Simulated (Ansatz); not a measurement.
Sc₂InC:
```
CELL_PARAMETERS angstrom
      3.34535     0.00000     0.00000
     -1.67268     2.89716     0.00000
      0.00000     0.00000    15.31761
ATOMIC_POSITIONS crystal
  Sc 0.66667 0.33333 0.57989
  Sc 0.33333 0.66667 0.42011
  Sc 0.33333 0.66667 0.07989
  Sc 0.66667 0.33333 0.92011
  In 0.66667 0.33333 0.25000
  In 0.33333 0.66667 0.75000
  C  0.00000 0.00000 0.50000
  C  0.00000 0.00000 0.00000
```

Relaxed with r²SCAN. Special points in fractions of this cell's reciprocal vectors: Γ (0.000, 0.000, 0.000); M (0.500, 0.000, 0.000); K (0.333, 0.333, 0.000); A (0.000, 0.000, 0.500); L (0.500, 0.000, 0.500); H (0.333, 0.333, 0.500).

Task: List the band energies nearest the Fermi level at these points for r²SCAN with spin–orbit coupling (plane waves, PAW; program Ansatz).

Result: In eV from the Fermi level; about four levels below and three above (degenerate sets whole), none deeper than 8.9 eV; points with the same levels are listed once.

```
k                                            below                above
-  -----------------------------------------------  -------------------
Γ              -1.26 -1.26 -1.26 -1.26 -1.11 -1.11  1.75 1.75 2.14 2.14
M                          -0.36 -0.36 -0.22 -0.22  0.21 0.21 0.25 0.25
K                          -0.04 -0.04 -0.03 -0.03  1.21 1.21 2.32 2.32
A  -1.27 -1.27 -1.27 -1.27 -1.27 -1.27 -1.27 -1.27  1.97 1.97 1.97 1.97
L                          -0.29 -0.29 -0.29 -0.29  0.24 0.24 0.24 0.24
H                          -0.04 -0.04 -0.03 -0.03  1.67 1.67 1.69 1.69
```

Space group P6_3/mmc. The first step of the workflow began from a Materials Project structure, measured or hypothetical; the Crystallography Open Database copy checked does not list it. Whether it is the stable phase at ambient conditions was not checked. The r²SCAN relaxation kept the symmetry of its start; of distortions, only those at the zone centre were tested. No spin polarisation was allowed.

Potentials: the later of the program's two PAW sets.
